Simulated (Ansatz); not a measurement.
CuNi3N:
```
CuNi3N
1.0
    3.70091     0.00000     0.00000
    0.00000     3.70091     0.00000
    0.00000     0.00000     3.70091
Cu Ni N
1 3 1
Cartesian
  0.00000   0.00000   0.00000
  0.00000   1.85046   1.85046
  1.85046   0.00000   1.85046
  1.85046   1.85046   0.00000
  1.85046   1.85046   1.85046
```
The run is spin-polarised; directions of the spins, atom by atom: 0 ↑ ↑ ↑ 0.

Relaxed with r²SCAN.

Task: Map the spin density (μB/Å³) on the plane through (0.000, 0.000, 0.000) spanned by u = [1, 0, 0] and v = [0, 1, 1] in lattice vectors, from plane-wave PAW r²SCAN (Ansatz code).

Result: x is the fraction of u, y of v (the angle between them is 90°; rows are the nearest grid lines); atoms in the plane: Cu at (0.00, 0.00), Ni at (0.00, 0.50), N at (0.50, 0.50).
```
y \ x    0.000   0.105   0.158   0.263   0.368   0.474   0.526   0.632   0.737   0.842   0.895    1.00
------  ------  ------  ------  ------  ------  ------  ------  ------  ------  ------  ------  ------
1.00    -0.085  -0.018  -0.003  -0.001  -0.001  -0.002  -0.002  -0.001  -0.001  -0.003  -0.018  -0.085
0.923   -0.018  -0.007  -0.003  -0.001  -0.001  -0.002  -0.002  -0.001  -0.001  -0.003  -0.007  -0.018
0.846   -0.002  -0.001  -0.001  -0.001  -0.002  -0.003  -0.003  -0.002  -0.001  -0.001  -0.001  -0.002
0.769    0.000  -0.001  -0.001  -0.002  -0.003  -0.004  -0.004  -0.003  -0.002  -0.001  -0.001   0.000
0.692    0.002   0.002   0.000  -0.003  -0.002   0.000   0.000  -0.002  -0.003   0.000   0.002   0.002
0.615    0.004   0.043   0.019   0.001   0.012   0.035   0.035   0.012   0.001   0.019   0.043   0.004
0.538    0.854   0.277   0.041   0.008   0.056   0.109   0.109   0.056   0.008   0.041   0.277   0.854
0.462    0.854   0.277   0.041   0.008   0.056   0.109   0.109   0.056   0.008   0.041   0.277   0.854
0.385    0.004   0.043   0.019   0.001   0.012   0.035   0.035   0.012   0.001   0.019   0.043   0.004
0.308    0.002   0.002   0.000  -0.003  -0.002   0.000   0.000  -0.002  -0.003   0.000   0.002   0.002
0.231    0.000  -0.001  -0.001  -0.002  -0.003  -0.004  -0.004  -0.003  -0.002  -0.001  -0.001   0.000
0.154   -0.002  -0.001  -0.001  -0.001  -0.002  -0.003  -0.003  -0.002  -0.001  -0.001  -0.001  -0.002
0.0769  -0.018  -0.007  -0.003  -0.001  -0.001  -0.002  -0.002  -0.001  -0.001  -0.003  -0.007  -0.018
0.000   -0.085  -0.018  -0.003  -0.001  -0.001  -0.002  -0.002  -0.001  -0.001  -0.003  -0.018  -0.085
```

The density is the valence pseudo-density with augmentation charge, so density and ELF within about 1 Å of a nucleus are not all-electron values.

Space group Pm-3m (anti-perovskite). The workflow started from a Materials Project entry (that database holds measured and hypothetical structures alike); the Crystallography Open Database copy checked does not list it. Whether it is the stable phase at ambient conditions was not checked. Symmetry was held in the r²SCAN relaxation; whether a distortion lowers the energy is not shown. Magnetic state: ferromagnetic, the only order run, not a proven ground state. Other orbital occupations within this spin state were not tried. No Hubbard U is applied. For itinerant 3d metals, meta-GGAs of the SCAN family and hybrids are commonly reported to give too large moments.

Potentials: the later of the program's two PAW sets.
